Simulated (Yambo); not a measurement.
BSE-type run in Yambo on BaHI (space group P4/nmm, No. 129), at zero momentum.

Quantum ESPRESSO step (PBEsol, PseudoDojo standard norm-conserving files, scalar-relativistic):
```
&CONTROL
  calculation = 'nscf'
  pseudo_dir = './pseudo'
  outdir = './out'
/
&SYSTEM
  ibrav = 0
  nat = 6
  ntyp = 3
  ecutwfc = 72.0
  ecutrho = 288.0
  occupations = 'fixed'
  force_symmorphic = .true.
  nbnd = 88
/
&ELECTRONS
  conv_thr = 6.000000000000001e-09
  diago_full_acc = .true.
  diago_thr_init = 1e-08
/
ATOMIC_SPECIES
H 1.0080 H.upf
I 126.9045 I.upf
Ba 137.3270 Ba.upf
CELL_PARAMETERS angstrom
  4.775810000000   0.000000000000   0.000000000000
  0.000000000000   4.775810000000   0.000000000000
  0.000000000000   0.000000000000   7.800230000000
ATOMIC_POSITIONS crystal
H   0.500000000000   0.500000000000   0.000000000000
H   0.000000000000   0.000000000000   0.000000000000
I   0.000000000000   0.500000000000   0.659570000000
I   0.500000000000   0.000000000000   0.340430000000
Ba   0.500000000000   0.000000000000   0.826900000000
Ba   0.000000000000   0.500000000000   0.173100000000
K_POINTS automatic
4 4 4 0 0 0
```

Yambo input:
```
rim_cut
optics
bse
bss
dipoles
em1s
RandQpts= 1000000
RandGvec= 1 Ry
FFTGvecs= 40 Ry
Chimod= "HARTREE"
BSKmod= "SEX"
BSEmod= "resonant"
BSSmod= "hs"
BSENGexx= 15 Ry
BSENGBlk= 3 Ry
% KfnQP_E
 1.462 | 1.0 | 1.0 |
%
% BSEQptR
 1 | 1 |
%
% BSEBands
 11 | 35 |
%
% BEnRange
 0.0 | 10.6 | eV
%
% BDmRange
 0.15 | 0.15 | eV
%
BEnSteps= 212
% BLongDir
 0.0 | 0.0 | 1.0 |
%
BSHayTrs= -0.02
BSSNEig= 24
WRbsWF
% BndsRnXs
 1 | 84 |
%
NGsBlkXs= 3 Ry
% LongDrXs
 1.0 | 1.0 | 1.0 |
%
```

From the report:

The dimension is k points × valence × conduction bands = 64 × 8 × 17 = 8704.
```
  [SLEPC] Approach                          : Krylov-Schur
  [SLEPC] Number of requested eigenvalues   :  24
  [SLEPC] Number of eigenvalues        [NEV]:  24
   [K] Dimension                                    :   8704
   [K] Bands                                        :   11   35
   [K] Exchange res                                 : yes
   [K] Correlation res                              : yes
   [K] W interaction is bare                        : no
   [K] RL vectors exchange                          :  1195
   [K] RL vectors correlation                       :  125
   [W] Matrix size                                  :  125
   [W] Bands                                        :    1   84
   [W] Coulomb Cutoff                               : none
   [W] Hxc Kernel                                   : HARTREE
```

Spin-orbit coupling is not included.

Geometry of the Materials Project entry, not relaxed at this level.
